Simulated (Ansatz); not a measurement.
CoMo (rock salt, space group No. 225) under volume change, PBE in the plane-wave PAW code Ansatz, scaled uniformly.

```json
[
 {"V (Å³/atom)": "13.043", "E − E(relaxed) (meV/atom)": "90.2", "P (GPa)": "24.39"},
 {"V (Å³/atom)": "13.473", "E − E(relaxed) (meV/atom)": "37.8", "P (GPa)": "14.91"},
 {"V (Å³/atom)": "13.903", "E − E(relaxed) (meV/atom)": "8.9", "P (GPa)": "6.85"},
 {"V (Å³/atom)": "14.333", "E − E(relaxed) (meV/atom)": "0.0", "P (GPa)": "-0.01"},
 {"V (Å³/atom)": "14.763", "E − E(relaxed) (meV/atom)": "8.0", "P (GPa)": "-5.83"},
 {"V (Å³/atom)": "15.193", "E − E(relaxed) (meV/atom)": "30.5", "P (GPa)": "-10.77"},
 {"V (Å³/atom)": "15.623", "E − E(relaxed) (meV/atom)": "65.2", "P (GPa)": "-14.96"}
]
```

Task: What does a third-order Birch–Murnaghan fit give for V₀, B₀ and B′?

Result: V₀ = 14.33 Å³/atom, B₀ = 210 GPa, B′ = 4.4.

Space group Fm-3m (rock salt). The start of the workflow was typed in or built on a structure type; neither database checked (COD, Materials Project) lists it. Its standing as an ambient phase is unchecked. Symmetry was held in the PBE relaxation; whether a distortion lowers the energy is not shown. The workflow began spin-polarised and lost its moments. Its formation energy is positive at this level, so the cell may be metastable or incomplete.

Potentials: the earlier of the program's two PAW sets.
